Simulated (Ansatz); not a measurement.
Ir$_{3}$W:
```
Ir3W
1.0
    3.85588     0.00000     0.00000
    0.00000     3.85588     0.00000
    0.00000     0.00000     3.85588
Ir W
3 1
Direct
  0.00000   0.50000   0.50000
  0.50000   0.50000   0.00000
  0.50000   0.00000   0.50000
  0.00000   0.00000   0.00000
```

Relaxed with PBEsol. Special points in fractions of this cell's reciprocal vectors: Γ (0.000, 0.000, 0.000); X (0.000, 0.500, 0.000); M (0.500, 0.500, 0.000); R (0.500, 0.500, 0.500).

Question: List the band energies nearest the Fermi level at these points for plane-wave PAW PBEsol (Ansatz code).

Answer: In eV from the Fermi level; about four levels below and three above (degenerate sets whole), none deeper than 8.9 eV; points with the same levels are listed once.

| k | below | above |
|---|---|---|
| Γ | -3.65 -3.65 -3.65 -0.94 -0.94 | 0.67 1.32 1.32 1.32 |
| X | -0.61 -0.61 -0.39 -0.20 | 1.24 1.32 3.47 |
| M | -2.57 -2.57 -1.64 -1.52 -0.24 | 0.08 0.08 2.72 2.72 |
| R | -0.98 -0.68 -0.68 -0.68 | 0.72 0.72 0.72 |

Space group Pm-3m (Cu3Au type). A made-up cell: these elements were put on the sites of a structure type; neither database checked (COD, Materials Project) lists it. COD files the formula under space group No. 194. Whether it is the stable phase at ambient conditions was not checked. The cell was relaxed with PBEsol under the symmetry of its start; whether a distortion lowers the energy is not shown. The run is not spin-polarised. Spin–orbit coupling is left out wherever it is not named.

Potentials: the earlier of the program's two PAW sets. The files were generated under PBE; for other functionals the program regenerates the frozen cores, and for LDA and PBEsol the local potential too.
